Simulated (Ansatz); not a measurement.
Sheets of one type (V2Se2O-type), the program Ansatz at the PBE level (PAW); HSE06 gaps on those cells.

| layer | a (Å) | thickness (Å) |
|---|---|---|
| Fe2OSTe | ? | ? |
| V2OSTe | 3.889 | 3.48 |
| Nb2OSTe | 4.090 | 3.63 |

Task: Fill in the missing entries.

Result: 
- Fe2OSTe, a (Å): 3.807
- Fe2OSTe, thickness (Å): 3.33

Spin orders computed, not proven ground states: Fe2OSTe, V2Se2O-type layer ferromagnetic; V2OSTe, V2Se2O-type layer antiferromagnetic. Began spin-polarised and lost the moments: Nb2OSTe, V2Se2O-type layer. All cells were relaxed under the symmetry of their starts (and spin orders); stability against distortions was not tested throughout. No Hubbard U is applied. Scalar-relativistic: spin–orbit coupling is off unless named, which matters more the heavier the elements. Constructed layers (a layer type filled with these elements): Fe2OSTe, V2Se2O-type layer; V2OSTe, V2Se2O-type layer; Nb2OSTe, V2Se2O-type layer.

Potentials: the later of the program's two PAW sets.
